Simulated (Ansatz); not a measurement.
Ca2H6Os:
```
CELL_PARAMETERS angstrom
      0.00000     3.60638     3.60638
      3.60638     0.00000     3.60638
      3.60638     3.60638     0.00000
ATOMIC_POSITIONS crystal
  Ca 0.25000 0.25000 0.25000
  Ca 0.75000 0.75000 0.75000
  H  0.76251 0.23749 0.23749
  H  0.23749 0.76251 0.76251
  H  0.23749 0.76251 0.23749
  H  0.76251 0.23749 0.76251
  H  0.23749 0.23749 0.76251
  H  0.76251 0.76251 0.23749
  Os 0.00000 0.00000 0.00000
```

Relaxed with r²SCAN. The program Ansatz at the r²SCAN level (PAW) gives a gap of 3.10 eV.

### Question
What gap does HSE06 give on the same cell (Ansatz, PAW)?

### Answer
4.00 eV, 0.89 eV more. The hybrid was solved on a coarser mesh and at special points; its gap is the smallest among all of these.

| k | v1 r²SCAN | c1 r²SCAN | v1 HSE06 | c1 HSE06 |
|---|---|---|---|---|
| Γ | -0.17 | 4.94 | … | … |
| X | -0.01 | 3.10 | -0.01 | 4.00 |
| L | -0.14 | 4.58 | … | … |
| W | 0.00 | 3.56 | … | … |
| K | -0.04 | 3.44 | … | … |

### Question
Top valence (v1) and lowest conduction level (c1) in eV from each method's valence maximum (which need not be a listed point): supply the withheld HSE06 values.

### Answer

- Γ, v1 HSE06: -0.21
- Γ, c1 HSE06: 6.02
- W, v1 HSE06: 0.00
- W, c1 HSE06: 4.48
- L, v1 HSE06: -0.15
- L, c1 HSE06: 5.39
- K, v1 HSE06: -0.03
- K, c1 HSE06: 4.34

Cost on shared cores: the r²SCAN run (SCF on a 7×7×7 mesh, then bands and DOS) very roughly 50 core-seconds, the HSE06 run (SCF on 4×4×4, then a few points) very roughly 110 core-seconds; the tasks are unlike.

Space group Fm-3m. The first step of the workflow began from a Materials Project structure, measured or hypothetical; the Crystallography Open Database copy checked does not list it. Whether it is the stable phase at ambient conditions was not checked. Symmetry was held in the r²SCAN relaxation; whether a distortion lowers the energy is not shown. No spin polarisation was allowed. Scalar-relativistic: spin–orbit coupling is off unless named, which matters more the heavier the elements.

Potentials: the later of the program's two PAW sets.
